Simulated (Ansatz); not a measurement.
The end point of a relaxation of VBiO4. These are PBE (plane waves to 420 eV, PAW, scalar-relativistic; Ansatz, an electronic-structure program) values and carry that method's errors.

```xyz
12
Lattice="-2.5830 2.5830 5.8897 2.5830 -2.5830 5.8897 2.5830 2.5830 -5.8897" Properties=species:S:1:pos:R:3 pbc="T T T"
Bi     0.0000     2.5830     2.9449
Bi     0.0000     0.0000     0.0000
V      2.5830     0.0000     2.9449
V      0.0000     0.0000     5.8897
O      3.2979    -1.2870     3.8647
O      1.8681     1.2870     3.8647
O      1.2870     0.7149     6.8096
O      1.2960     1.8681     0.9198
O     -0.7149     1.2870     4.9699
O      3.2979     1.2960    -0.9198
O      1.2960    -0.7149     2.0250
O      3.8701     0.7149     2.0250
```

Q: Determine the symmetry and give the standard cell with its independent sites.

A: Space group I4₁/a, origin choice 1 (No. 88); a = b = 5.166 Å, c = 11.779 Å, α = β = γ = 90.00°

```csv
atom,site,symmetry,x,y,z
Bi,4a,-4..,0.0000,0.0000,0.0000
V,4b,-4..,0.0000,0.0000,0.5000
O,16f,1,0.2509,0.3616,0.0781
```

Q: Give the shortest distances between elements (the closest pairs, up to four, under 3.6 Å).

A: O–V 1.74 Å; Bi–O 2.45 Å; O–O 2.78 Å.

```json
{
  "volume_per_atom": "13.10 Å³",
  "band_gap": "2.27 eV, direct within 0.03 eV (at k = (0.1429, -0.1429, -0.2857)) (no spin-orbit coupling)",
  "smallest_direct_gap": "2.29 eV at k = (0.1429, -0.1429, -0.2857)",
  "magnetic_moment": "zero (the starting moments vanished)"
}
```

No spin polarisation in the result: the starting moments vanished. The d or f electrons are treated with no Hubbard U. Spin-orbit coupling is missing; with elements this heavy it can move band edges by tenths of an eV or more.

The run could not lose the symmetry of its start.

The first start was generated by placing the elements on the sites of a structure type. A measured structure of VBiO4 has the same space group, I4₁/a (No. 88); the sites were not compared with it.
